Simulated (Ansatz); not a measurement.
Al3V in space group I4/mmm (No. 139; Al on 2b, Al on 4d, V on 2a) under volume change, plane-wave PAW LDA (Ansatz code), shape and atoms relaxed at each volume.

```csv
V (Å³/atom),E − E(relaxed) (meV/atom),P (GPa)
12.748,55.5,15.26
13.169,23.3,9.38
13.589,5.5,4.33
14.009,0.0,0.00
14.430,5.0,-3.72
14.850,19.0,-6.91
15.270,40.8,-9.64
```

Problem. What does a third-order Birch–Murnaghan fit give for V₀, B₀ and B′?

Solution. V₀ = 14.01 Å³/atom, B₀ = 133 GPa, B′ = 4.1.

The workflow started from a Materials Project entry (that database holds measured and hypothetical structures alike); the Crystallography Open Database copy checked does not list it. Whether it is the stable phase at ambient conditions was not checked. The cell was relaxed with LDA under the symmetry of its start; whether a distortion lowers the energy is not shown. The run is not spin-polarised.

Potentials: the later of the program's two PAW sets.
